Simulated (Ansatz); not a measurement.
Cu Kα1 powder pattern (kinematic, no thermal factors).
2θ (°) (relative intensity): 16.66 (21), 23.69 (19), 25.11 (11), 25.15 (31), 29.11 (9), 33.69 (50), 33.75 (100), 34.79 (15), 34.82 (13), 37.87 (11), 41.60 (8), 42.48 (1), 42.53 (10), 48.44 (67), 48.48 (34), 49.21 (4), 49.28 (5), 51.53 (1), 51.62 (4), 54.65 (4), 55.32 (2), 55.36 (5), 55.38 (7), 57.47 (2), 57.55 (4), 60.34 (33), 60.95 (1), 61.05 (6), 63.03 (2), 65.76 (4), 66.34 (2), 66.40 (1), 70.84 (5), 70.99 (10), 71.52 (3), 71.57 (3), 71.63 (1), 73.44 (2), 73.52 (1), 75.89 (1), 76.63 (2), 76.65 (1), 78.42 (1), 80.82 (14), 80.92 (14), 80.96 (14), 81.46 (2), 81.55 (1), 81.57 (2), 83.39 (2), 86.32 (2), 86.41 (3)

The pattern is computed from a structure relaxed with DFT PBE, scalar-relativistic, plane waves, PAW in Ansatz 0.2.0. No spin polarisation. Its elements are Cd, Mg, S.

Give the structure.

Mg3CdS4.
Space group P4/mmm (No. 123). a = 3.752 Å, b = 3.752 Å, c = 10.632 Å, α = 90.00°, β = 90.00°, γ = 90.00°
```
atom  site  symmetry       x       y       z
  Mg    2g       4mm  0.0000  0.0000  0.7456
  Mg    1d     4/mmm  0.5000  0.5000  0.5000
  Cd    1c     4/mmm  0.5000  0.5000  0.0000
   S    1a     4/mmm  0.0000  0.0000  0.0000
   S    2h       4mm  0.5000  0.5000  0.2568
   S    1b     4/mmm  0.0000  0.0000  0.5000
```

A pattern alone doesn't exclude other cells with like lines; this is the one computed.

The cell was found from a structure generator's guess, not taken from experiment.
